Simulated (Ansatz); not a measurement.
WSi2 (MoSi2 type, space group I4/mmm)

```
CELL_PARAMETERS angstrom
     -1.60576     1.60576     3.90206
      1.60576    -1.60576     3.90206
      1.60576     1.60576    -3.90206
ATOMIC_POSITIONS crystal
  W  0.00000 0.00000 0.00000
  Si 0.33486 0.33486 0.00000
  Si 0.66514 0.66514 0.00000
```

The volume is varied about the relaxed value V₀ at fixed cell shape. The atoms relax within the cell's symmetry.

The numbers are results of r2SCAN (plane waves to 500 eV, PAW, scalar-relativistic; Ansatz, a quantum-chemistry and plane-wave program), not measurements. k mesh 20×20×20 (Γ-centred), Fermi-Dirac smearing 0.05 eV. Energies are smeared free energies. Stress and pressure are positive under compression. With the shape held, the modulus is that of even scaling; a crystal free to change shape is softer. Spin-orbit coupling is left out, though W is heavy. WSi2 is run without spin polarisation. WSi2 was relaxed with its symmetry unable to fall. ΔE is measured from the relaxed starting cell. The last digit holds for this mesh only.

| V (Å³/atom) | ΔE (meV/atom) |
|---|---|
| 12.610 | 39.5 |
| 12.771 | withheld |
| 12.932 | 13.6 |
| 13.093 | 5.9 |
| 13.254 | 1.4 |
| 13.415 | 0.0 |
| 13.576 | 1.4 |
| 13.737 | 5.4 |
| 13.898 | 11.9 |
| 14.059 | 20.8 |
| 14.220 | 31.8 |

Question: Fit a third-order Birch-Murnaghan form (E₀, V₀, B₀, B₀′ free) to the given rows and predict ΔE at V = 12.771.

Answer: Least squares on the 10 given rows: ΔE = E₀ + (9V₀B₀/16)·y²·[2 + (B₀′ − 4)y], y = (V₀/V)^(2/3) − 1, with V₀ = 13.415 Å³/atom, B₀ = 234.5 GPa (160.2 GPa = 1 eV/Å³; the term in eV is multiplied by 1000), B₀′ = 4.40, E₀ = -0.01 meV/atom; root-mean-square residual 0.02 meV/atom. At 12.771 the fit gives 24.7 meV/atom; the calculation gives 24.7 meV/atom, the same to the digits shown. For the pressure the fit gives 12.9 GPa against the computed 12.9 GPa.

(A scan under strain: stresses follow from slopes of the energy per volume, elastic moduli from its curvatures.)
